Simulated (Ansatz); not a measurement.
AlPd:
```
CELL_PARAMETERS angstrom
      1.39637    -4.97231     0.00000
      1.39637     4.97231     0.00000
      0.00000     0.00000     4.22024
ATOMIC_POSITIONS crystal
  Al 0.65190 0.34810 0.25000
  Pd 0.91009 0.08991 0.25000
  Al 0.34810 0.65190 0.75000
  Pd 0.08991 0.91009 0.75000
```

Relaxed with PBEsol.

Question: Decompose the optical modes at the zone centre into irreducible representations, and say which are infrared and Raman allowed.

Answer: Point group mmm: Γ_opt = 2Ag + 2B1g + B1u + B2u + 2B3g + B3u. Infrared: B1u, B2u, B3u. Raman: Ag, B1g, B3g.

Question: Assign frequencies (DFPT, PBEsol in the plane-wave PAW code Ansatz).

Answer: B1g 54, B3g 119, Ag 140, B1g 185, B3u 194, B2u 226, Ag 244, B1u 261, B3g 294 cm⁻¹.

Subscripts of B labels follow the axes of the standard setting.

Space group Cmcm. The start of the workflow was typed in or built on a structure type; neither database checked (COD, Materials Project) lists it. Whether it is the stable phase at ambient conditions was not checked. The cell was relaxed with PBEsol under the symmetry of its start; its stability against distortions is not shown here. No spin polarisation was allowed. As this level gives no gap, phonon frequencies hold no LO–TO term and depend on the k-mesh and smearing (Fermi–Dirac, 0.1 eV here).

Potentials: the later of the program's two PAW sets.
